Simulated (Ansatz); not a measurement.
Spin-resolved density of states of Ni₃Pt (Pm-3m)

Geometry: a structure from the Materials Project; nothing is relaxed.

Functional, mesh and filling: LDA, 9×9×9 k mesh, Fermi–Dirac smearing of 0.05 eV. LAPW is all-electron LAPW in Ansatz 0.2.0. Site moments are integrated in spheres about the atoms. DFT+U (Dudarev's form): U = 6.0 eV on Ni d, U = 6.0 eV on Pt d.

The input and its command:

```yaml
crystal:
  lattice:
    - [3.62456679, 0.0, 0.0]
    - [0.0, 3.62456679, 0.0]
    - [0.0, 0.0, 3.62456679]
  atoms:
    - { symbol: Ni, position: [0.5, 0.0, 0.5], spin: 1.5 }
    - { symbol: Ni, position: [0.0, 0.5, 0.5], spin: 1.5 }
    - { symbol: Ni, position: [0.5, 0.5, 0.0], spin: 1.5 }
    - { symbol: Pt, position: [0.0, 0.0, 0.0], spin: 0.6 }
magnetization:
  spin_polarized: true
kpoints:
  mp_grid: { grid: [9, 9, 9] }
scf:
  occupations: { method: fermi_dirac, width: 0.05 }
hamiltonian:
  xc: lda
  pseudopotentials: { kind: all_electron, lapw: { basis_error: 0.001 } }
  hubbard:
    sites: [{ species: Ni, l: d, u_eff: 6 }, { species: Pt, l: d, u_eff: 6 }]
output:
  forces: true
  stress: true
  eigenvalues: true
  hubbard: { sites: [{ species: Ni, l: d }, { species: Pt, l: d }] }
  populations: true
  dos: { projected: true, de: 0.1, e_range: [-10, 8] }
```

Command: `ansatz run input.yaml --threads 2 --pin off --max-ram 6144MiB --backend cpu --events-out ev --progress --plain --runs-dir out`

Density of states, smoothed by a Gaussian of 0.15 eV:

```tsv
E − E_F (eV)	majority (states/eV/cell)	minority (states/eV/cell)
-7.00	3.00	0.98
-6.75	3.88	1.89
-6.50	3.69	2.54
-6.25	3.21	2.56
-6.00	2.97	2.07
-5.75	2.56	2.26
-5.50	2.42	3.16
-5.25	2.64	2.93
-5.00	3.69	2.37
-4.75	4.50	1.98
-4.50	4.50	1.64
-4.25	4.17	1.96
-4.00	4.50	2.79
-3.75	4.53	3.36
-3.50	4.15	4.53
-3.25	3.52	4.67
-3.00	3.95	4.20
-2.75	4.12	3.78
-2.50	4.09	3.55
-2.25	3.68	3.67
-2.00	3.24	3.85
-1.75	1.90	3.92
-1.50	0.75	3.22
-1.25	0.44	2.13
-1.00	0.42	0.81
-0.75	0.39	0.48
-0.50	0.33	0.51
-0.25	0.40	0.59
0.00	0.50	0.60
0.25	0.53	0.54
0.50	0.39	0.52
0.75	0.29	0.60
1.00	0.30	0.58
1.25	0.34	0.64
1.50	0.31	0.92
1.75	0.33	1.43
2.00	0.39	2.14
2.25	0.46	2.11
2.50	0.48	1.94
2.75	0.48	1.69
3.00	0.47	1.02
3.25	0.47	0.64
3.50	0.46	0.60
3.75	0.46	0.68
4.00	0.44	0.69
4.25	0.41	0.63
4.50	0.38	0.57
```

**Question.** What spin moment does the cell carry?

**Answer.** 2.93 μB. Site moments (μB): Ni1 0.95, Ni2 0.95, Ni3 0.99, Pt4 0.04.

Löwdin populations of d and f shells (filled inner shells left out):

| shell | up | down |
| --- | --- | --- |
| Ni1 3d | 4.88 | 3.91 |
| Ni2 3d | 4.88 | 3.91 |
| Ni3 3d | 4.88 | 3.88 |
| Pt4 5d | 4.76 | 4.70 |

Spin–orbit coupling is left out although heavy atoms are present. In at least one run the program's final test of stability wasn't made or came to no verdict. The magnetic state is the one that this cell and start allow. It needn't be the compound's measured order, which may need a larger cell or be absent.
